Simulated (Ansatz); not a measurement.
# K3ScV2O8: input and output

Input file of Ansatz 0.2.0:

```yaml
crystal:
  lattice:
    - [5.7638, 0.0, 0.0]
    - [-2.8819, 4.9916, 0.0]
    - [0.0, 0.0, 7.4746]
  atoms:
    - { symbol: Sc, position: [0.0, 0.0, 0.5] }
    - { symbol: V, position: [0.6667, 0.3333, 0.74601] }
    - { symbol: V, position: [0.3333, 0.6667, 0.25399] }
    - { symbol: O, position: [0.6667, 0.3333, 0.965] }
    - { symbol: O, position: [0.3333, 0.6667, 0.035] }
    - { symbol: O, position: [0.3402, 0.17011, 0.6665] }
    - { symbol: O, position: [0.82989, 0.17009, 0.6665] }
    - { symbol: O, position: [0.82991, 0.6598, 0.6665] }
    - { symbol: O, position: [0.17011, 0.3402, 0.3335] }
    - { symbol: O, position: [0.17009, 0.82989, 0.3335] }
    - { symbol: O, position: [0.6598, 0.82991, 0.3335] }
    - { symbol: K, position: [0.6667, 0.3333, 0.31028] }
    - { symbol: K, position: [0.3333, 0.6667, 0.68972] }
    - { symbol: K, position: [0.0, 0.0, 0.0] }
  symmetry: { tolerance: 0.0003 }
kpoints:
  mp_grid: { grid: [5, 5, 4], shift: [0, 0, 0] }
  band_path:
    path:
      - [0.0, 0.0, 0.0]
      - [0.5, 1.4e-07, 0.0]
      - [0.33333333, 0.33333347, 0.0]
      - [0.0, 0.0, 0.0]
      - [0.0, 0.0, 0.5]
      - [0.5, 1.4e-07, 0.5]
      - [0.33333333, 0.33333347, 0.5]
      - [0.0, 0.0, 0.5]
      - [0.5, 1.4e-07, 0.5]
      - [0.5, 1.4e-07, 0.0]
      - [0.33333333, 0.33333347, 0.5]
    npoints: 6
magnetization:
  spin_polarized: false
scf:
  occupations: { method: fermi_dirac }
  lower_state_search: "off"
  max_iter: 200
hamiltonian:
  pseudopotentials: { kind: paw }
  xc: r2scan
basis:
  ecutwfc: 500
  fft_grid_basis: typed
output:
  forces: true
  stress: true
  eigenvalues: true
  populations: true
  elf: true
  write_potential: true
  volumetric_format: npy
  dos:
    e_range: [-12, 8]
    de: 0.05
    projected: { site_lists: { K: [K], O: [O], Sc: [Sc], V: [V] } }
checkpoint:
  read: saved_state
```

The saved state is an earlier solution for the same cell, perhaps on another mesh. 

Output (shortened):

```
Warning: the atoms were moved onto the symmetric positions of the space group found under crystal.symmetry.tolerance 3.0e-4 (fractional; no operation is sought that the atoms, as they stand in a round, miss by more than twice it, and no atom is moved by as much as it), and the run uses the moved positions.
Pseudopotentials: kind: paw
Pseudopotential: Sc, paw, valence charge 11, recommended cutoff 500 eV (meta_gga), Sc.paw.azcp
Pseudopotential: V, paw, valence charge 13, recommended cutoff 500 eV (meta_gga), V.paw.azcp
Pseudopotential: O, paw, valence charge 6, recommended cutoff 500 eV (meta_gga), O.paw.azcp
Pseudopotential: K, paw, valence charge 9, recommended cutoff 500 eV (meta_gga), K.paw.azcp
Functional definition: r2SCAN
  exchange = r2scan_x(k0 = k0, k1 = k1, a1 = a1)
  correlation = r2scan_c
Crystal: 14 atoms, lattice volume = 215.049 Å³
Basis set: ecut = 500 eV, 5427 PW (Γ), exchange–correlation on 180×180×240 points (64 copies of the dense FFT grid, shifted against one another)
Bands: 70, of which v1, the nominal top of the filled ones, is band 56 counted from 1 (55 counted from 0)
Symmetry: 12 space group operations
Space group: P-3m1 (ITA 164), of the structure as read, at distance tolerance 1.8e-3 Å
k-points: 17 of 100
Initial density: read from a saved state, or passed on in memory by an earlier SCF of this step, an earlier step, the calling program or the single point that the run made first
Functional: x = r2scan, c = r2scan; τ floored in thin density (d = 2e-4 eV/Å³)
SCF iter   1: F=-17169.0204 eV  Δρ=9.38e-4  dr2=1.14e-3  dr2_τ=1.48e-3
SCF iter   2: F=-17169.0210 eV  Δρ=5.77e-4  dr2=4.48e-4  dr2_τ=2.28e-4
SCF iter   3: F=-17169.0213 eV  Δρ=3.17e-4  dr2=9.00e-5  dr2_τ=9.55e-5
SCF iter   4: F=-17169.0211 eV  Δρ=1.64e-4  dr2=5.13e-5  dr2_τ=1.58e-5
SCF iter   5: F=-17169.0211 eV  Δρ=3.93e-5  dr2=3.01e-6  dr2_τ=1.10e-6
SCF iter   6: F=-17169.0211 eV  Δρ=2.25e-5  dr2=5.26e-7  dr2_τ=4.31e-7
SCF iter   7: F=-17169.0211 eV  Δρ=4.16e-6  dr2=4.61e-8  dr2_τ=8.04e-9
Free energy (F): -17169.0211 eV
Harris-Foulkes:  -17169.0211 eV  (|F-HF|=2.75e-8)
Internal energy: -17169.0211 eV  (E = F + TS)
E sigma→0 (E₀):  -17169.0211 eV
Entropy (-TS):    0.0000 eV (-0.000 meV/atom)
Fermi energy:    6.1297 eV
--- Per-component energies (eV) ---
  E_band       = -1250.1634
  E_kinetic    = 3109.2308
  E_local      = -9386.6985  (includes V_loc(G=0)·N_el)
  E_nonlocal   = 390.0020
  E_hartree    = 3662.0891
  E_xc         = -1347.1665
  E_vxc        = -1924.4106  (∫ρ·V_xc dr)
  E_paw        = -6841.0603  (= ΣΔE_a)
  E_vpaw       = -887.1911  (= ΣTr[D̂ρ^β])
  E_aug_tail   = 0.0087  (compensation charges beyond the density's cutoff)
  E_vtau       = 124.7132  (kinetic-family band-sum trace: ∫τ·v_τ [+ j·A + Jᵃ·Aᵃ] dr)
  E_ewald      = -6753.8123
  E_core_change = -1.6141  (= ΣΔE_core)
  E_smearing   =  0.0000  (= −TS)
--- Forces (eV/Å), atoms counted from 1 ---
  atom   1  Sc     0.0000     0.0000     0.0000
  atom   2  V      0.0000     0.0000    -0.2506
  atom   3  V      0.0000     0.0000     0.2506
  atom   4  O      0.0000     0.0000     0.3959
  atom   5  O      0.0000     0.0000    -0.3959
  atom   6  O      0.0152     0.0088    -0.0085
  atom   7  O     -0.0152     0.0088    -0.0085
  atom   8  O      0.0000    -0.0175    -0.0085
  atom   9  O      0.0000     0.0175     0.0085
  atom  10  O      0.0152    -0.0088     0.0085
  atom  11  O     -0.0152    -0.0088     0.0085
  atom  12  K      0.0000     0.0000     0.0381
  atom  13  K      0.0000     0.0000    -0.0381
  atom  14  K      0.0000     0.0000     0.0000
--- Stress (GPa, compression-positive) ---
       -0.1358       0.0000       0.0000
        0.0000      -0.1358       0.0000
        0.0000       0.0000       0.6244
  P = ⅓ Tr σ = 0.1176 GPa (1.176 kbar)
```

Origin: a database entry at a rescaled volume. Caveats: no spin polarisation, so a magnetic state may lie lower.
